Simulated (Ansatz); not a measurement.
According to LDA (plane waves, PAW; program Ansatz), Tc in the hcp (Mg type) structure (P6_3/mmc) relaxes to a = 2.710 Å, c = 4.332 Å. Tc has 12 nearest neighbours from 2.67 Å (anticuboctahedral).

Electronic character: metallic (no gap).

The LDA relaxation kept the symmetry of its start. No spin polarisation was allowed. Axis ratios of metals converge slowly with the k-mesh, so a and c are less sure than the volume. Spin–orbit coupling is left out wherever it is not named.

Potentials: the earlier of the program's two PAW sets (Tc and Pm come from another file). The files were generated under PBE; for other functionals the program regenerates the frozen cores, and for LDA and PBEsol the local potential too.
